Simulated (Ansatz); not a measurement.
Data sheet: NaMgF3 (DFT)

NaMgF3:
```xyz
5
Lattice="3.9073 0.0000 0.0000 0.0000 3.9073 0.0000 0.0000 0.0000 3.9073" Properties=species:S:1:pos:R:3 pbc="T T T"
Na     0.0000     0.0000     0.0000
Mg     1.9536     1.9536     1.9536
F      1.9536     1.9536     0.0000
F      0.0000     1.9536     1.9536
F      1.9536     0.0000     1.9536
```

Space group Pm-3m (No. 221), cubic perovskite; conventional cell a = b = c = 3.907 Å, α = β = γ = 90.00°.

Method: the program Ansatz at the HSE06 level (PAW). Structure relaxed to zero pressure with the same functional. Other levels are named where they apply.

### Cell and energy

```json
{
 "volume_per_atom": "11.93 Å³",
 "density": "2.90 g/cm³"
}
```

### Electronic structure

```json
{
  "band_gap": "8.27 eV (indirect)",
  "valence_band_maximum": "at R",
  "conduction_band_minimum": "at Γ",
  "smallest_direct_gap_on_the_standard_path": "8.72 eV"
}
```

### Mechanics

```json
{
  "Bulk modulus (Birch–Murnaghan fit)": "75.6 GPa",
  "Pressure derivative B′": "4.3"
}
```

### Charges

```json
{
  "bader_charges": "Na +0.93, Mg +1.79, F -0.91 e"
}
```

The first step of the workflow began from a Materials Project structure, measured or hypothetical; the Crystallography Open Database copy checked does not list it. COD files the formula under space group No. 62. Its standing as an ambient phase is unchecked. The cell was relaxed with HSE06 under the symmetry of its start; whether a distortion lowers the energy is not shown. The hybrid was solved on a coarse mesh, the path and, where they were found, the r²SCAN edge points; its band edges are the extreme levels among these.

Potentials: the later of the program's two PAW sets.
